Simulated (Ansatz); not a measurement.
BeS (zinc blende)

```xyz
2
Lattice="0.0000 2.4380 2.4380 2.4380 0.0000 2.4380 2.4380 2.4380 0.0000" Properties=species:S:1:pos:R:3 pbc="T T T"
S      3.6570     3.6570     3.6570
Be     0.0000     0.0000     0.0000
```

The slice is a {110} plane (indices of the conventional cell) through the point (0.750, 0.750, 0.750) (fractional), spanned by u = [100] and v = [1 -1 -1] in vectors of this cell: u (3.45 Å) and v (4.88 Å, at 90° to u). It covers one period; positions are fractions (u, v).

All values below come from PBE (plane waves to 420 eV, PAW, scalar-relativistic; Ansatz, a program for electronic structure). k mesh 12×12×12. Near the nuclei the fields are pseudised (PAW); where an atom keeps semicore shells as valence, they peak there. BeS was relaxed with its symmetry unable to fall.

Sketch the electrostatic potential energy of an electron, from the cell's mean on this plane as a map.


```
|xxxxxxxxxx0033444444443300xxxxxxxx|
|xxxxxxxx000011xxxxxxxx110000xxxxxx|
|xxxxxxxx0000xxxxxxxxxxxx0000xxxxxx|
|xxxx000000xxxxxxxxxxxxxxxx000000xx|
|1111223311xxxxxxxxxxxxxxxx11332211|
|6666664411xxxxxxxxxxxxxxxx11446666|
|8888775522xxxxxxxxxxxxxxxx22557788|
|8888886633xxxxxxxxxxxxxxxx33668888|
|999988775511xxxxxxxxxxxx1155778899|
|99998888664422xxxxxxxx224466888899|
|9999998888775544444444557788889999|
|9999999988887777666677778888999999|
|9999999999998888888888889999999999|
|9999999999999999999999999999999999|
|9999999999999999999999999999999999|
|8899999999999999999999999999999999|
|8888888899999999999999999999888888|
|6666777788999999999999999988777766|
|1111335577889999999999998877553311|
|xxxx0000447788999999998877440000xx|
|xxxxxxxx00558899999999885500xxxxxx|
|xxxxxxxx00337788999988773300xxxxxx|
|xxxxxxxxxx1166778888776611xxxxxxxx|
|xxxxxxxxxx0055666666665500xxxxxxxx|
```
Scale: ten equal steps from -1.00 (start of '0') to 7.79 (end of '9'), in the order '0123456789'. Values: electrostatic potential energy of an electron, from the cell's mean, in eV. The map has 17 points along u (two characters each, u = 0 at the left) and 24 along v (v = 0 in the bottom row). Points within 0.9 Å of a nucleus are blanked (x), as the pseudised field means little there. Values under -1 eV are set to -1. The zero, the cell's mean, hangs on the PAW cores.
